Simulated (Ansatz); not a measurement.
## Bands of Cu

```yaml
crystal:
  lattice:
    - [0.00000, 1.80750, 1.80750]
    - [1.80750, 0.00000, 1.80750]
    - [1.80750, 1.80750, 0.00000]
  atoms:
    - { symbol: Cu, position: [0.00000, 0.00000, 0.00000] }
```

The geometry is COD entry 5000216, unchecked; take it as a test cell.

These are results of DFT, PBEsol, all-electron LAPW, scalar-relativistic in Ansatz 0.2.0, not measurements.

The runs use a Γ-centred 19×19×19 k mesh, Fermi–Dirac smearing of 0.08 eV, basis error target 0.25 meV/atom, no spin polarisation.

Points in fractions of the reciprocal vectors of this cell: Γ (0, 0, 0), X (0.5, 0, 0.5), U (0.625, 0.25, 0.625), K (0.375, 0.375, 0.75), L (0.5, 0.5, 0.5), W (0.5, 0.25, 0.75). The path joins them by straight lines in the order Γ–X–U–K–Γ–L–W–X; legs that retrace an earlier one aren't tabulated. Energies are in eV from the Fermi level.

(1) Is there a gap?

(2) List the levels between -5 and 5 eV at the symmetry points.

Answers

(1) none: with an odd electron count and no spin polarisation the bands can't all be full, a metal in this set-up (spin order or a larger cell could open a gap).

(2) 
Γ: -3.04 (×3), -2.20 (×2)
X: -4.93, -4.46, -1.64, -1.48 (×2), 1.37
U: -4.34, -4.11, -2.79, -2.07, -1.68, 4.24
K: -4.34, -4.11, -2.79, -2.07, -1.68, 4.24
L: -3.07 (×2), -1.63 (×2), -1.12, 3.70
W: -4.18, -3.57 (×2), -2.25, -1.48
